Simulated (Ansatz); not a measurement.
Total density of states per atom from PBEsol in the plane-wave PAW code Ansatz, in 0.25 eV bins, energy from the Fermi level:

```
E (eV)  states/eV/atom
------  --------------
-7.85             0.00
-7.60             0.32
-7.35             0.65
-7.10             0.50
-6.85             0.27
-6.60             0.12
-6.35             0.07
-6.10             0.04
-5.85             0.07
-5.60             0.16
-5.35             0.23
-5.10             0.32
-4.85             0.37
-4.60             0.47
-4.35             0.55
-4.10             0.73
-3.85             0.82
-3.60             0.86
-3.35             0.89
-3.10             0.83
-2.85             0.95
-2.60             0.98
-2.35             0.78
-2.10             0.29
-1.85             0.37
-1.60             0.46
-1.35             0.34
-1.10             0.56
-0.85             0.55
-0.60             0.34
-0.35             0.09
-0.10             0.02
0.15              0.03
0.40              0.09
0.65              0.18
0.90              0.34
1.15              0.45
1.40              0.55
1.65              0.63
1.90              0.69
2.15              0.65
2.40              0.64
2.65              0.67
2.90              0.53
3.15              0.83
3.40              0.91
3.65              1.23
3.90              1.25
4.15              0.85
4.40              0.64
4.65              0.42
```

### Question
Which compound is it?
(A) Mg2Sn, cubic Laves (MgCu2 type)
(B) TiAl, R-3m (Al on 3a, Ti on 3b)
(C) SnPbS2, R-3m (Sn on 3b, Pb on 3a, S on 6c)
(D) Ag2S, Cmcm (Ag on 4b, Ag on 4c, S on 4c)

### Answer
C, SnPbS2, R-3m (Sn on 3b, Pb on 3a, S on 6c). Within 0.5 eV of the Fermi level: S 3p 34 %, Pb 6p 20 %, Sn 5p 17 %, Sn 5s 11 %, S 3s 9 %. Projections are on Löwdin-orthogonalised atomic valence shells; empty p or d shells of many metals are not among them.

The first step of the workflow began from a Materials Project structure, measured or hypothetical; the Crystallography Open Database copy checked does not list it. With Sn and Pb taken as one species the cell has the higher symmetry Fm-3m, so it may be an ordered model of a mixed-site phase. Its standing as an ambient phase is unchecked. The PBEsol relaxation kept the symmetry of its start; of distortions, only those at the zone centre were tested. Scalar-relativistic: spin–orbit coupling is off unless named, which matters more the heavier the elements.

Potentials: the later of the program's two PAW sets.
